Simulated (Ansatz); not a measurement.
# SiC with Sn replacing Si: gradients before and after relaxing the atoms

Start: a supercell of SiC (wurtzite type, P6_3mc) built from an entry of the Crystallography Open Database (COD), with all atoms left at the host's positions.

```
CELL_PARAMETERS angstrom
6.15200 0.00000 0.00000
-4.61400 7.99168 0.00000
0.00000 0.00000 10.09600
ATOMIC_POSITIONS crystal
Sn 0.16667 0.22222 0.00000
Si 0.16667 0.22222 0.50000
Si 0.16667 0.55556 0.00000
Si 0.16667 0.55556 0.50000
Si 0.16667 0.88889 0.00000
Si 0.16667 0.88889 0.50000
Si 0.66667 0.22222 0.00000
Si 0.66667 0.22222 0.50000
Si 0.66667 0.55556 0.00000
Si 0.66667 0.55556 0.50000
Si 0.66667 0.88889 0.00000
Si 0.66667 0.88889 0.50000
Si 0.33333 0.11111 0.25000
Si 0.33333 0.11111 0.75000
Si 0.33333 0.44444 0.25000
Si 0.33333 0.44444 0.75000
Si 0.33333 0.77778 0.25000
Si 0.33333 0.77778 0.75000
Si 0.83333 0.11111 0.25000
Si 0.83333 0.11111 0.75000
Si 0.83333 0.44444 0.25000
Si 0.83333 0.44444 0.75000
Si 0.83333 0.77778 0.25000
Si 0.83333 0.77778 0.75000
C 0.16667 0.22222 0.19250
C 0.16667 0.22222 0.69250
C 0.16667 0.55556 0.19250
C 0.16667 0.55556 0.69250
C 0.16667 0.88889 0.19250
C 0.16667 0.88889 0.69250
C 0.66667 0.22222 0.19250
C 0.66667 0.22222 0.69250
C 0.66667 0.55556 0.19250
C 0.66667 0.55556 0.69250
C 0.66667 0.88889 0.19250
C 0.66667 0.88889 0.69250
C 0.33333 0.11111 0.44250
C 0.33333 0.11111 0.94250
C 0.33333 0.44444 0.44250
C 0.33333 0.44444 0.94250
C 0.33333 0.77778 0.44250
C 0.33333 0.77778 0.94250
C 0.83333 0.11111 0.44250
C 0.83333 0.11111 0.94250
C 0.83333 0.44444 0.44250
C 0.83333 0.44444 0.94250
C 0.83333 0.77778 0.44250
C 0.83333 0.77778 0.94250
```

Atom numbers follow the list; atoms alike are taken as one site, whose name carries the number of the first.

The numbers come from a DFT calculation in Ansatz (PBE, plane waves and PAW, scalar-relativistic, 420 eV cutoff, Γ-centred 4×3×2 k-points, Fermi–Dirac smearing 0.01 eV).

The largest force at the start is 7.3 eV/Å. Relaxing the ions at fixed cell moves them by 0.211 Å at most (atom 40, C) and 0.066 Å rms.

| site | atom | moved (Å) | first shell before | first shell after | V_zz before (10²¹ V/m²) | η before |
| --- | --- | --- | --- | --- | --- | --- |
| Sn | 1 | 0.047 | 4 C at 1.87–1.94 Å | 4 C at 2.07–2.09 Å | 9.77 | 0.04 |
| Si6 | 6 | 0.023 | 4 C at 1.87–1.94 Å | 4 C at 1.87–1.88 Å | 1.64 | 0.02 |
| Si12 | 12 | 0.028 | 4 C at 1.87–1.94 Å | 4 C at 1.88–1.89 Å | 1.64 | 0.02 |
| Si7 | 7 | 0.025 | 4 C at 1.87–1.94 Å | 4 C at 1.83–1.91 Å | 1.79 | 0.06 |
| Si8 | 8 | 0.029 | 4 C at 1.87–1.94 Å | 4 C at 1.87–1.88 Å | 1.65 | 0.01 |
| Si13 | 13 | 0.078 | 4 C at 1.87–1.94 Å | 4 C at 1.86–1.89 Å | 1.60 | 0.11 |
| Si19 | 19 | 0.077 | 4 C at 1.87–1.94 Å | 4 C at 1.86–1.89 Å | 1.60 | 0.11 |
| Si14 | 14 | 0.027 | 4 C at 1.87–1.94 Å | 4 C at 1.86–1.89 Å | 1.60 | 0.06 |
| Si15 | 15 | 0.078 | 4 C at 1.87–1.94 Å | 4 C at 1.85–1.89 Å | 1.62 | 0.08 |
| Si16 | 16 | 0.036 | 4 C at 1.87–1.94 Å | 4 C at 1.87–1.90 Å | 1.63 | 0.06 |
| Si20 | 20 | 0.030 | 4 C at 1.87–1.94 Å | 4 C at 1.86–1.89 Å | 1.61 | 0.06 |
| C25 | 25 | 0.193 | 3 Si at 1.87 Å, 1 Sn at 1.94 Å | 3 Si at 1.85–1.86 Å, 1 Sn at 2.09 Å | -0.21 | 0.06 |
| C39 | 39 | 0.021 | 4 Si at 1.87–1.94 Å | 4 Si at 1.87–1.89 Å | 0.22 | 0.04 |
| C40 | 40 | 0.211 | 1 Sn at 1.87 Å, 3 Si at 1.87–1.94 Å | 3 Si at 1.85–1.87 Å, 1 Sn at 2.08 Å | -0.40 | 0.91 |
| C43 | 43 | 0.019 | 4 Si at 1.87–1.94 Å | 4 Si at 1.87–1.89 Å | 0.23 | 0.06 |
| C44 | 44 | 0.187 | 3 Si at 1.87–1.94 Å, 1 Sn at 1.87 Å | 3 Si at 1.84–1.86 Å, 1 Sn at 2.07 Å | -0.42 | 0.97 |

**Question.** How do the gradients change?

**Answer.** 

| site | atom | V_zz after | η after | change of V_zz |
| --- | --- | --- | --- | --- |
| Sn | 1 | 2.23 | 0.23 | -7.54 |
| Si6 | 6 | -0.11 | 0.86 | – |
| Si12 | 12 | 0.12 | 0.57 | -1.52 |
| Si7 | 7 | 1.49 | 0.42 | -0.30 |
| Si8 | 8 | -0.071 | 0.31 | -1.72 |
| Si13 | 13 | -0.62 | 0.77 | – |
| Si19 | 19 | -0.62 | 0.71 | – |
| Si14 | 14 | 0.35 | 0.92 | – |
| Si15 | 15 | -0.60 | 0.63 | – |
| Si16 | 16 | -0.48 | 0.87 | – |
| Si20 | 20 | 0.39 | 0.83 | – |
| C25 | 25 | 0.89 | 0.02 | +1.10 |
| C39 | 39 | 0.30 | 0.84 | +0.08 |
| C40 | 40 | 0.76 | 0.32 | +1.16 |
| C43 | 43 | 0.31 | 0.86 | +0.08 |
| C44 | 44 | 0.78 | 0.65 | – |

The largest change of V_zz along a kept axis is on Sn, from 9.77 to 2.23. In per cent, |V_zz| changes by -77 on Sn, -93 to -17 on Si (all sites that start above 0.5, bar those whose gradient vanishes or changes sign or whose main axis turns by over 40°). Where |V_zz| stays above 0.1 and the axes keep their order, η moves most on C39, from 0.04 to 0.84. On C40 V_xx and V_yy change places (or their axes turn by over 50°), so the two values of η hide a larger change. V_zz changes sign on Si8 (axis turned by 29°), C40 (axis turned by 25°), C25 (same axis). On Si6, Si16, Si15, Si20, Si14, Si19, Si13, C44 and 7 more sites (not all in the table) the largest principal value lies along another axis in the second run, so the two V_zz can't be compared directly. The table leaves out 32 of the 48 sites, with |V_zz| up to 1.84; their tensors move by 1.57 at most along any direction. The statements above cover all sites. The host's own positions weren't relaxed first, so part of the change far from the defect can be the host's relaxation.

The defect repeats with the cell of 48 atoms, so it feels its images: sites between two images don't show the values beside a lone defect, and zeros or small values of η there can come from the images' arrangement. C and Si carry a gradient in the pure host already, so the values there aren't the defect's effect alone. Without spin–orbit coupling (the program notes it for Sn) the gradients are little affected as a rule: paired runs on crystals with a gap mostly move them by under 2 % at such atoms.
Before: Forces reach 0.8 eV/Å even beyond 5.5 Å from the defect, so the host's positions may themselves be off equilibrium. The cell keeps the host's lattice, where the PBE pressure is 10 GPa. The neighbours have not yet relaxed around the defect (largest force 7.3 eV/Å), so the values at and beside it are those of a strained start, not of the defect in a real crystal.
After: The cell keeps the host's lattice, where the PBE pressure is 8 GPa.
